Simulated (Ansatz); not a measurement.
BaO (rock salt)

```xyz
2
Lattice="0.0000 2.7867 2.7867 2.7867 0.0000 2.7867 2.7867 2.7867 0.0000" Properties=species:S:1:pos:R:3 pbc="T T T"
O      0.0000     0.0000     0.0000
Ba     2.7867     2.7867     2.7867
```

E(V) scan at fixed shape, V₀ the volume above. Symmetry pins the atoms to their sites.

These are PBE (plane waves to 420 eV, PAW, scalar-relativistic; Ansatz, a quantum-chemistry and plane-wave program) values and carry that method's errors. k mesh 10×10×10 (Γ-centred), Fermi-Dirac smearing 0.05 eV. Compression counts positive. BaO was relaxed with its symmetry unable to fall.

At one point of the scan the stress tensor (GPa) is:

```
   -2.5      0.0      0.0
    0.0     -2.5      0.0
    0.0      0.0     -2.5
```

Problem. Which point is it?
A. V/V₀ = 1.120
B. V/V₀ = 1.040
C. V/V₀ = 1.160
D. V/V₀ = 1.080

Solution. B, V/V₀ = 1.040

(A scan under strain: stresses follow from slopes of the energy per volume, elastic moduli from its curvatures.)
